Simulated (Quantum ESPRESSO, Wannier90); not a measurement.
Bi (C2/m, model phase), plane waves to Wannier functions

```
begin unit_cell_cart
ang
    3.4886000000   -3.1325800000    0.0000000000
    3.4886000000    3.1325800000    0.0000000000
   -1.2602340000    0.0000000000    3.1135540000
end unit_cell_cart
begin atoms_frac
Bi   0.2469400000  0.2469400000  0.1426200000
Bi  -0.2469400000 -0.2469400000 -0.1426200000
end atoms_frac
```

Materials Project entry mp-23157; symmetrised, unrelaxed at this level. This isn't the element's usual structure (rhombohedral); take it as a model of another phase. Level: LDA, no spin polarisation, no spin-orbit coupling; pw.x of Quantum ESPRESSO at 56 Ry with PseudoDojo potentials, 8×8×10 k-points, Wannier90. Density: 10×10×14 mesh, cold smearing 0.01 Ry. Spin-orbit coupling is left out although heavy elements are present.

A tight-binding model is made by disentanglement and projection with no localisation steps (num_iter = 0), so the 8 orbitals stay atom-like: hydrogen-like Bi: s;p, axes along x, y, z; frozen window up to 1.50 eV relative to the Fermi level. It follows pw.x to 4.5 meV rms for states up to 1.0 eV relative to the Fermi level. Matrix elements depend on this choice of orbitals and windows.

### Question
What are the on-site energies relative to the Fermi level, and how fast do the hoppings decay?

### Answer
```tsv
atom	orbitals	energy (eV)
Bi1	s	-10.12
Bi1	pz py	0.02
Bi1	px	0.00
Bi2	s	-10.12
Bi2	pz py	0.02
Bi2	px	0.00
```

```csv
distance of the centres (Å),largest modulus (eV)
3–4,1.7
4–5,0.22
5–6,0.14
6–7,0.22
7–8,0.10
8–9,0.036
9–10,0.071
10–11,0.050
11–12,0.012
12–13,0.0095
```
